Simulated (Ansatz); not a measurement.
Relaxed-ion elastic tensor of TiS2 in space group Fd-3m (No. 227; Ti on 16c, S on 32e) in GPa (Voigt order), DFT-PBEsol in the program Ansatz with PAW potentials; density 3.34 g/cm³, 18.54 Å³ per atom.

|  | 1 | 2 | 3 | 4 | 5 | 6 |
|---|---|---|---|---|---|---|
| 1 | 81.7 | 37.3 | 37.3 | 0.0 | 0.0 | 0.0 |
| 2 | 37.3 | 81.7 | 37.3 | 0.0 | 0.0 | 0.0 |
| 3 | 37.3 | 37.3 | 81.7 | 0.0 | 0.0 | 0.0 |
| 4 | 0.0 | 0.0 | 0.0 | 38.3 | 0.0 | 0.0 |
| 5 | 0.0 | 0.0 | 0.0 | 0.0 | 38.3 | 0.0 |
| 6 | 0.0 | 0.0 | 0.0 | 0.0 | 0.0 | 38.3 |

Task: Is the crystal mechanically stable?

Result: Yes: the smallest eigenvalue of C is 38.3 GPa.

Task: Work out the Voigt, Reuss and Hill averages.

Result: K_V = 52.1, K_R = 52.1, K_H = 52.1; G_V = 31.9, G_R = 29.7, G_H = 30.8 GPa.

Task: Give Young's modulus, Poisson's ratio, Pugh's ratio and the universal anisotropy index.

Result: E = 9KG/(3K + G) = 77.2 GPa; ν = 0.25; K/G = 1.69 (near the Pugh limit of 1.75, no verdict); A_U = 5G_V/G_R + K_V/K_R − 6 = 0.37.

Task: Estimate the sound speeds and the Debye temperature.

Result: v_l = √((K + 4G/3)/ρ) = 5280 m/s, v_t = √(G/ρ) = 3040 m/s, mean 3370 m/s; Θ = (h/k)(3n/4πV)^(1/3) v_m = 379 K.

Task: Give the Zener ratio and Young's modulus along [100], [110] and [111].

Result: A = 2C44/(C11 − C12) = 1.73; 1/E = S11 − 2(S11 − S12 − S44/2)Γ with Γ = 0, 1/4, 1/3 gives 58.4, 80.6, 92.4 GPa.

The workflow started from a Materials Project entry (that database holds measured and hypothetical structures alike); the Crystallography Open Database copy checked does not list it. It is not the phase usual at ambient conditions (space group No. 164). The cell was relaxed with PBEsol under the symmetry of its start; whether a distortion lowers the energy is not shown. The run is not spin-polarised. A small band overlap can be real or an error of a semilocal functional. As this level gives no gap, shear constants depend on the k-mesh and smearing (Fermi–Dirac, 0.1 eV here).

Potentials: the later of the program's two PAW sets.
